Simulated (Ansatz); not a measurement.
Relaxed Bi$_{2}$Se$_{3}$ (Bi2Te3 type, space group R-3m):

```
CELL_PARAMETERS angstrom
      2.07230     1.19644     9.75526
     -2.07230     1.19644     9.75526
      0.00000    -2.39289     9.75526
ATOMIC_POSITIONS crystal
  Bi 0.39938 0.39938 0.39938
  Bi 0.60062 0.60062 0.60062
  Se 0.00000 0.00000 0.00000
  Se 0.21420 0.21420 0.21420
  Se 0.78580 0.78580 0.78580
```

Level of theory: r2SCAN+rVV10 (plane waves to 500 eV, PAW, scalar-relativistic; Ansatz, a program for electronic structure). k mesh 8×8×8 (Γ-centred), Fermi-Dirac smearing 0.05 eV. Bi2Se3 was relaxed with its symmetry unable to fall. Spin-orbit coupling is left out, though Bi is heavy.

One atom of the cell was then moved (with its periodic images), all else fixed, and the forces (eV/Å) came out as:

| atom | Fx | Fy | Fz |
|---|---|---|---|
| Bi1 | 0.000 | 0.140 | 0.042 |
| Bi2 | 0.000 | -0.227 | -0.989 |
| Se3 | 0.000 | -0.350 | -0.178 |
| Se4 | 0.000 | 0.687 | 1.249 |
| Se5 | 0.000 | -0.251 | -0.125 |

Question: Which atom was moved, and by which vector (Å)?

Answer: Se4, by (0.00, -0.38, -0.25), 0.46 Å in all.

(For displaced atoms, the force is minus the slope of the energy, and its curvature is a force constant, which sets phonon frequencies.)
